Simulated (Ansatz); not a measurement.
HfC (rock salt)

```
HfC
1.0
    0.00000     2.30362     2.30362
    2.30362     0.00000     2.30362
    2.30362     2.30362     0.00000
C Hf
1 1
Direct
  0.00000   0.00000   0.00000
  0.50000   0.50000   0.50000
```

The slice is a {111} plane (indices of the conventional cell) through the point (0.000, 0.000, 0.000) (fractional), spanned by u = [100] and v = [-1 2 0] in vectors of this cell: u (3.26 Å) and v (5.64 Å, at 90° to u). It covers one period; positions are fractions (u, v).

Method: PBEsol (plane waves to 420 eV, PAW, scalar-relativistic; Ansatz, a quantum-chemistry and plane-wave program). k mesh 17×17×17. These are valence fields of a PAW run, semicore shells included where kept as valence: close to a nucleus they are smooth pseudo fields. HfC is run without spin polarisation. HfC was relaxed with its symmetry unable to fall. Spin-orbit coupling is left out, though Hf is heavy.

Task: Sketch the electrostatic potential energy of an electron, from the cell's mean on this plane as a map.

Result: 
| v \ u | 0.00 | 0.17 | 0.33 | 0.50 | 0.67 | 0.83 |
|---|---|---|---|---|---|---|
| 0.90 | x | x | 8.7 | 7.3 | 8.7 | x |
| 0.75 | 7.9 | 8.6 | 8.6 | 7.9 | 8.6 | 8.6 |
| 0.60 | 7.3 | 8.7 | x | x | x | 8.7 |
| 0.45 | 8.4 | 9.0 | x | x | x | 9.0 |
| 0.30 | 6.7 | 8.1 | 9.2 | 8.8 | 9.2 | 8.1 |
| 0.15 | x | 8.5 | 8.3 | 6.5 | 8.3 | 8.5 |
| 0.00 | x | x | 9.1 | 8.8 | 9.1 | x |

Values: electrostatic potential energy of an electron, from the cell's mean, in eV. Points within 1 Å of a nucleus are blanked (x), as the pseudised field means little there. The zero, the cell's mean, hangs on the PAW cores.
